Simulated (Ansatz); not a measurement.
**What a trial cell of Sr2Y relaxes into**

The calculation used Ansatz 0.2.0, DFT r2SCAN, scalar-relativistic, plane waves, PAW. Cutoff 500 eV, Γ-centred k mesh, Gaussian smearing, no spin polarisation in the final step.

Sr2Y was placed on the cubic Laves (C15) structure type (Fd-3m, No. 227), with Y in place of Mg, Sr in place of Cu, at a guessed volume.

```yaml
crystal:
  lattice:
    - [0.00000, 4.52559, 4.52559]
    - [4.52559, 0.00000, 4.52559]
    - [4.52559, 4.52559, 0.00000]
  atoms:
    - { symbol: Sr, position: [0.62500, 0.62500, 0.62500] }
    - { symbol: Sr, position: [0.12500, 0.62500, 0.62500] }
    - { symbol: Sr, position: [0.62500, 0.62500, 0.12500] }
    - { symbol: Sr, position: [0.62500, 0.12500, 0.62500] }
    - { symbol: Y, position: [0.00000, 0.00000, 0.00000] }
    - { symbol: Y, position: [0.25000, 0.25000, 0.25000] }
```

Cell and atoms relax at zero pressure; the relaxation can't lower the symmetry of the start. After a coarse first stage the cell is made exact in the group found at 0.06 Å.

**Question.** Describe the relaxed structure.

**Answer.** It keeps Fd-3m (No. 227). The result has the cubic Laves (C15) structure. Conventional cell: a = 10.371 Å. Sr has 6 Sr at 3.67 Å and 6 Y at 4.30 Å; around Y lie 12 Sr at 4.30 Å and 4 Y at 4.49 Å.

```cif
data_structure
_symmetry_space_group_name_H-M 'Fd-3m:1'
_symmetry_Int_Tables_number 227
_cell_length_a 10.3713
_cell_length_b 10.3713
_cell_length_c 10.3713
_cell_angle_alpha 90.000
_cell_angle_beta 90.000
_cell_angle_gamma 90.000
_cell_volume 1115.59
loop_
_atom_site_label
_atom_site_type_symbol
_atom_site_symmetry_multiplicity
_atom_site_Wyckoff_symbol
_atom_site_fract_x
_atom_site_fract_y
_atom_site_fract_z
_atom_site_occupancy
Sr1 Sr 16 c 0.12500 0.12500 0.12500 1
Y1 Y 8 b 0.00000 0.00000 0.50000 1
```

**Question.** What are its volume, density and gap?

**Answer.** The volume per atom is 46.48 Å³ and the density is 3.15 g/cm³. The gap on the 6×6×6 mesh is 0 eV (a metal).

The final run used a 6×6×6 mesh on its 6-atom cell and 0.10 eV smearing. A structure relaxed within its symmetry needn't be a true minimum. The steps took of the order of 2.7 core-minutes in all.